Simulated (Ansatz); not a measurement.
Data:

NbP:
```cif
data_Nb4P4
_chemical_formula_sum 'Nb4 P4'
_space_group_name_H-M_alt 'I41md'
_space_group_IT_number 109
_space_group_name_Hall 'I 4bw -2'
_cell_length_a 3.30357
_cell_length_b 3.30357
_cell_length_c 11.22933
_cell_angle_alpha 90.000
_cell_angle_beta 90.000
_cell_angle_gamma 90.000
loop_
_atom_site_label
_atom_site_type_symbol
_atom_site_symmetry_multiplicity
_atom_site_Wyckoff_symbol
_atom_site_fract_x
_atom_site_fract_y
_atom_site_fract_z
_atom_site_occupancy
Nb1 Nb 4 a 0.00000 0.00000 0.75021 1
P1 P 4 a 0.00000 0.00000 0.33242 1
```
(The calculation used a cell of 4 atoms; values per cell refer to that cell.)

This is the LDA-relaxed structure.

### Question
All from LDA in the plane-wave PAW code Ansatz, unless another level is named. Give the electronic character.

### Answer
no gap, with almost no states at the Fermi level (zero-gap or semimetallic).

### Question
Give the formation energy from the elements (no fitted shifts).

### Answer
-1.12 eV/atom.

Space group I4_1md. The LDA relaxation kept the symmetry of its start; of distortions, only those at the zone centre were tested. The run is not spin-polarised. A small band overlap can be real or an error of a semilocal functional. The references are the lowest solids computed at this level, not always the standard phases. Scalar-relativistic: spin–orbit coupling is off unless named, which matters more the heavier the elements.

Potentials: the earlier of the program's two PAW sets.
